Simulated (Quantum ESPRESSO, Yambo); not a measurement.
**Levels of theory for the gap of SnO2**

SnO2 (rutile, space group P4_2/mnm, No. 136): one geometry, one set of PBE (stringent potentials; pw.x of Quantum ESPRESSO, ONCV potentials, scalar-relativistic) orbitals, self-energies from Yambo (2×2×4 Γ-centred k mesh, bands 9 to 227 and a 12 Ry block in the screening, 227 bands in G with the Bruneval-Gonze terminator, plasmon pole fitted at 27.2 eV).

Cell and atoms were relaxed with PBEsol from Materials Project entry mp-550172, within its symmetry.

```json
[
 {"level": "PBE (Quantum ESPRESSO)", "gap Γ → Γ (eV)": "1.03", "rough Yambo cost": "–"},
 {"level": "exchange only (Hartree-Fock self-energy on PBE orbitals)", "gap Γ → Γ (eV)": "10.95", "rough Yambo cost": "about 1/9 (8 states)"},
 {"level": "static COHSEX@PBE", "gap Γ → Γ (eV)": "3.52", "rough Yambo cost": "within a factor of two (2 states)"},
 {"level": "G0W0@PBE, plasmon pole", "gap Γ → Γ (eV)": "2.40", "rough Yambo cost": "1 (8 states)"}
]
```

Bare exchange has no screening and gives the widest gap; static COHSEX screens it but leaves out the frequency dependence, which G0W0 restores. All rows use the PBE edge points; in the exchange only run other k points give a smaller gap, 10.80 eV.

Costs are rough ratios of core time on shared machines.

Nearest settings tried, and what they do to the gap: 130 bands in G: +11 meV; 130 bands in W, 130 bands in G: +53 meV; 7 Ry block (177 vectors against 331): -113 meV. Not varied: mesh. So the settings aren't converged at that level. The k mesh is coarse.

Spin-orbit splittings are left out.
